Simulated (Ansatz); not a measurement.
## CuI₂: computed property card

CuI$_{2}$:
```yaml
crystal:
  lattice:
    - [3.95653, 0.00000, 0.00000]
    - [-1.97827, 3.42646, 0.00000]
    - [0.00000, 0.00000, 6.53960]
  atoms:
    - { symbol: Cu, position: [0.00000, 0.00000, 0.00000] }
    - { symbol: I, position: [0.33333, 0.66667, 0.23938] }
    - { symbol: I, position: [0.66667, 0.33333, 0.76062] }
```
The run is spin-polarised; directions of the spins, atom by atom: 0 ↑ ↑.

Space group P-3m1 (No. 164), CdI2 type; conventional cell a = 3.9565 Å, b = 3.9565 Å, c = 6.5396 Å, α = 90.00°, β = 90.00°, γ = 120.00°.

Method: plane-wave PAW r²SCAN+D4 (Ansatz code). Geometry: relaxed at this level of theory. Other levels are named where they apply.

**Cell and energy**

- Volume per atom = 29.55 Å³
- Density = 5.94 g/cm³
- Formation energy from the elements (no fitted shifts) = -0.078 eV/atom

**Electronic structure**

Electronic character: metallic (no gap)
Density of states at the Fermi level: 0.84 states/eV per atom (mean over ±0.08 eV)

**Magnetism**

- Magnetic order: ferromagnetic
- Net moment: 0.33 μB per atom

**Mechanics**

Bulk modulus (Birch–Murnaghan fit): 197 kbar
Pressure derivative B′: 11.2

**Charges**

- Bader charges = Cu +0.58, I -0.29 e

The start of the workflow was typed in or built on a structure type; neither database checked (COD, Materials Project) lists it. Its standing as an ambient phase is unchecked. Symmetry was held in the r²SCAN+D4 relaxation; its stability against distortions is not shown here. Magnetic state: ferromagnetic, the only order run, not a proven ground state. The cell computed holds one magnetic atom, so no antiferromagnetic order was within reach. Other orbital occupations within this spin state were not tried. No Hubbard U is applied. The compound may be a true metal, but semilocal functionals without U, or a wrong spin order, can also close a gap. The references are the lowest solids computed at this level, not always the standard phases. Spin–orbit coupling is left out wherever it is not named.

Potentials: the earlier of the program's two PAW sets.
